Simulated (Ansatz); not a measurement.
InSb:
```xyz
4
Lattice="4.2348 0.0000 0.0000 -2.1174 3.6674 0.0000 0.0000 0.0000 7.3473" Properties=species:S:1:pos:R:3 pbc="T T T"
In     0.0000     0.0000     0.0000
In     0.0000     0.0000     3.6737
Sb     0.0000     2.4450     1.8368
Sb     2.1174     1.2225     5.5105
```

Relaxed with r²SCAN. Special points in fractions of this cell's reciprocal vectors: Γ (0.000, 0.000, 0.000); M (0.500, 0.000, 0.000); K (0.333, 0.333, 0.000); A (0.000, 0.000, 0.500); L (0.500, 0.000, 0.500); H (0.333, 0.333, 0.500).

List the band energies nearest the Fermi level at these points for DFT-r²SCAN in the program Ansatz with PAW potentials.

In eV from the Fermi level; about four levels below and three above (degenerate sets whole), none deeper than 8.9 eV; points with the same levels are listed once.

```tsv
k	below	above
Γ	-0.50 -0.35 -0.03 -0.03	0.59 0.59 2.76
M	-4.20 -4.12 -3.46 -2.02	0.34 1.12 1.66
K	-2.69 -2.69 -2.45 -2.45	4.59 5.27 5.52 5.52
A	-4.41 -4.41	0.30 0.30 0.30 0.30
L	-1.20 -1.20 -0.51 -0.51	3.41 3.41 5.53 5.53
H	-3.85 -3.85 -0.21 -0.21	0.40 0.40 2.24 2.24
```

Space group P6_3/mmc (NiAs type). The start of the workflow was typed in or built on a structure type; neither database checked (COD, Materials Project) lists it. It is not the phase usual at ambient conditions (space group No. 216). Symmetry was held in the r²SCAN relaxation; whether a distortion lowers the energy is not shown. Scalar-relativistic: spin–orbit coupling is off unless named, which matters more the heavier the elements.

Potentials: the earlier of the program's two PAW sets.
